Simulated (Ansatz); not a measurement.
Relaxed-ion elastic tensor of Zr (hcp (Mg type), P6_3/mmc) in GPa (Voigt order), the program Ansatz at the PBEsol level (PAW); density 6.74 g/cm³, 22.47 Å³ per atom.

```
 135  79.3  72.7   0.0   0.0   0.0
79.3   135  72.7   0.0   0.0   0.0
72.7  72.7   172   0.0   0.0   0.0
 0.0   0.0   0.0  22.5   0.0   0.0
 0.0   0.0   0.0   0.0  22.5   0.0
 0.0   0.0   0.0   0.0   0.0  28.0
```

Problem. Is the crystal mechanically stable?

Solution. Yes: the smallest eigenvalue of C is 22.5 GPa.

Problem. Work out the Voigt, Reuss and Hill averages.

Solution. K_V = 99.1, K_R = 98.3, K_H = 98.7; G_V = 29.1, G_R = 27.3, G_H = 28.2 GPa.

Problem. Give Young's modulus, Poisson's ratio, Pugh's ratio and the universal anisotropy index.

Solution. E = 9KG/(3K + G) = 77.3 GPa; ν = 0.37; K/G = 3.50 (ductile by the Pugh limit of 1.75); A_U = 5G_V/G_R + K_V/K_R − 6 = 0.34.

Problem. Estimate the sound speeds and the Debye temperature.

Solution. v_l = √((K + 4G/3)/ρ) = 4500 m/s, v_t = √(G/ρ) = 2050 m/s, mean 2310 m/s; Θ = (h/k)(3n/4πV)^(1/3) v_m = 243 K.

Problem. Solve the Christoffel equation for the three sound speeds along x, y, z.

Solution. Eigenvalues of C_ijkl n_j n_l equal ρv². In km/s, slowest first: x 1.82, 2.04, 4.48; y 1.82, 2.04, 4.48; z 1.82, 1.82, 5.05.

Problem. How much does each axis shrink under pressure?

Solution. Linear compressibilities β_i = Σ_j S_ij (j = 1 to 3): x 3.8, y 3.8, z 2.6 per TPa.

Symmetry was held in the PBEsol relaxation. No spin polarisation was allowed. As this level gives no gap, shear constants depend on the k-mesh and smearing (Fermi–Dirac, 0.1 eV here).

Potentials: the earlier of the program's two PAW sets. The files were generated under PBE; for other functionals the program regenerates the frozen cores, and for LDA and PBEsol the local potential too.
